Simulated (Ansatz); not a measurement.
MoRu (L1₀ or tetragonal B2, P4/mmm) under volume change, PBEsol in the plane-wave PAW code Ansatz, shape and atoms relaxed at each volume.

```tsv
V (Å³/atom)	E − E(relaxed) (meV/atom)	P (GPa)
13.055	130.8	35.28
13.485	54.9	21.60
13.916	13.0	9.93
14.346	0.0	0.00
14.776	11.6	-8.44
15.207	44.2	-15.59
15.637	94.4	-21.63
```

Task: What does a third-order Birch–Murnaghan fit give for V₀, B₀ and B′?

Result: V₀ = 14.35 Å³/atom, B₀ = 304 GPa, B′ = 4.4.

The start of the workflow was typed in or built on a structure type; neither database checked (COD, Materials Project) lists it. Whether it is the stable phase at ambient conditions was not checked. The cell was relaxed with PBEsol under the symmetry of its start; its stability against distortions is not shown here. The run is not spin-polarised.

Potentials: the earlier of the program's two PAW sets. The files were generated under PBE; for other functionals the program regenerates the frozen cores, and for LDA and PBEsol the local potential too.
